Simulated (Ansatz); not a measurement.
BN:
```
BN
1.0
    0.00000     3.33108     2.16132
    1.24962     0.00000     2.16132
    1.24962     3.33108     0.00000
B N
1 1
Direct
  0.00011   0.00011   0.99989
  0.66659   0.66659   0.33341
```

Relaxed with r²SCAN+D4. Independent-particle spectrum: no excitons, no local fields, no scissors shift; 0.1 eV broadening; ε₁ of the summed bands alone.

**Question.** Tabulate the dielectric function from r²SCAN+D4 in the plane-wave PAW code Ansatz.

**Answer.** 

| E (eV) | ε₁ xx | ε₂ xx | ε₁ yy | ε₂ yy | ε₁ zz | ε₂ zz |
|---|---|---|---|---|---|---|
| 0.0 | 4.33 | 0.00 | 2.66 | 0.00 | 4.36 | 0.00 |
| 0.4 | 4.34 | 0.00 | 2.66 | 0.00 | 4.37 | 0.00 |
| 0.8 | 4.37 | 0.00 | 2.67 | 0.00 | 4.40 | 0.00 |
| 1.2 | 4.41 | 0.00 | 2.68 | 0.00 | 4.45 | 0.00 |
| 1.6 | 4.47 | 0.00 | 2.69 | 0.00 | 4.51 | 0.00 |
| 2.0 | 4.57 | 0.00 | 2.72 | 0.00 | 4.61 | 0.00 |
| 2.4 | 4.69 | 0.00 | 2.74 | 0.00 | 4.74 | 0.00 |
| 2.8 | 4.84 | 0.00 | 2.78 | 0.00 | 4.90 | 0.00 |
| 3.2 | 5.06 | 0.00 | 2.82 | 0.00 | 5.13 | 0.00 |
| 3.6 | 5.34 | 0.00 | 2.87 | 0.00 | 5.43 | 0.00 |
| 4.0 | 5.75 | 0.00 | 2.94 | 0.00 | 5.87 | 0.00 |
| 4.4 | 6.37 | 0.00 | 3.03 | 0.00 | 6.55 | 0.00 |
| 4.8 | 7.48 | 0.00 | 3.17 | 0.00 | 7.83 | 0.00 |
| 5.2 | 10.65 | 1.35 | 3.48 | 0.07 | 11.77 | 2.15 |
| 5.6 | 10.72 | 5.95 | 3.58 | 0.43 | 10.70 | 7.35 |
| 6.0 | 9.38 | 9.08 | 3.71 | 0.78 | 5.63 | 10.46 |
| 6.4 | -0.17 | 14.18 | 2.76 | 1.20 | 0.45 | 10.25 |
| 6.8 | -2.20 | 6.37 | 2.81 | 0.65 | -0.94 | 6.43 |
| 7.2 | -1.39 | 4.07 | 2.96 | 0.48 | -1.35 | 4.35 |
| 7.6 | -0.75 | 2.86 | 3.13 | 0.40 | -0.75 | 2.91 |
| 8.0 | -0.23 | 2.11 | 3.34 | 0.35 | -0.23 | 2.13 |
| 8.4 | 0.21 | 1.62 | 3.61 | 0.33 | 0.21 | 1.63 |
| 8.8 | 0.59 | 1.27 | 3.97 | 0.32 | 0.59 | 1.29 |
| 9.2 | 0.94 | 1.03 | 4.51 | 0.34 | 0.94 | 1.04 |
| 9.6 | 1.25 | 0.85 | 5.53 | 0.39 | 1.26 | 0.88 |
| 10.0 | 1.54 | 0.73 | 8.22 | 2.50 | 1.54 | 0.76 |
| 10.4 | 1.83 | 0.64 | 5.85 | 7.76 | 1.82 | 0.68 |
| 10.8 | 2.11 | 0.55 | 1.67 | 5.58 | 2.09 | 0.59 |
| 11.2 | 2.43 | 0.52 | 1.15 | 4.47 | 2.41 | 0.58 |
| 11.6 | 2.74 | 0.54 | 0.97 | 3.67 | 2.63 | 0.66 |
| 12.0 | 3.04 | 0.50 | 1.08 | 3.29 | 2.93 | 0.51 |

**Question.** From ε at 6.1 eV (xx: 9.36 + 10.86i), find n, k, the normal reflectivity and the absorption coefficient.

**Answer.** n = 3.44, k = 1.577, R = 38 %, α = 2kE/ħc = 980000 cm⁻¹.

With all bands, ε∞ without local fields is 4.40 (xx), 2.84 (yy), 4.43 (zz). DFPT, with local fields, gives 4.41 (xx), 2.58 (yy), 4.44 (zz).

Space group Fmm2. The workflow started from a Materials Project entry (that database holds measured and hypothetical structures alike); the Crystallography Open Database copy checked does not list it. It is not the phase usual at ambient conditions (space group No. 186, 194, 216). The r²SCAN+D4 relaxation kept the symmetry of its start. At this level the phase is mechanically unstable.

Potentials: the earlier of the program's two PAW sets. The files were generated under PBE; for other functionals the program regenerates the frozen cores, and for LDA and PBEsol the local potential too.
